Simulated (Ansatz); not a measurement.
CsSnBr3:
```xyz
5
Lattice="5.7527 0.0000 0.0000 0.0000 5.7527 0.0000 0.0000 0.0000 5.7527" Properties=species:S:1:pos:R:3 pbc="T T T"
Cs     0.0000     0.0000     0.0000
Sn     2.8763     2.8763     2.8763
Br     0.0000     2.8763     2.8763
Br     2.8763     2.8763     0.0000
Br     2.8763     0.0000     2.8763
```

Relaxed with PBEsol. Special points in fractions of this cell's reciprocal vectors: Γ (0.000, 0.000, 0.000); X (0.000, 0.500, 0.000); M (0.500, 0.500, 0.000); R (0.500, 0.500, 0.500).

Question: List the band energies nearest the Fermi level at these points for plane-wave PAW PBEsol with spin–orbit coupling (Ansatz code).

Answer: In eV from the Fermi level; about four levels below and three above (degenerate sets whole), none deeper than 8.9 eV; points with the same levels are listed once.

```json
[
 {"k": "Γ", "below": "-2.77 -2.77 -2.77 -2.77", "above": "2.12 2.12 3.12 3.12 3.12 3.12"},
 {"k": "X", "below": "-2.95 -2.95 -1.88 -1.88", "above": "1.54 1.54 3.63 3.63"},
 {"k": "M", "below": "-2.55 -2.55 -0.77 -0.77", "above": "0.85 0.85 1.24 1.24"},
 {"k": "R", "below": "-2.45 -2.45 -2.45 -2.45", "above": "0.13 0.13 0.30 0.30"}
]
```

Space group Pm-3m (cubic perovskite). The cell was relaxed with PBEsol under the symmetry of its start. The Fermi level of a semimetal is unsure by some 0.05 eV on such meshes.

Potentials: the later of the program's two PAW sets.
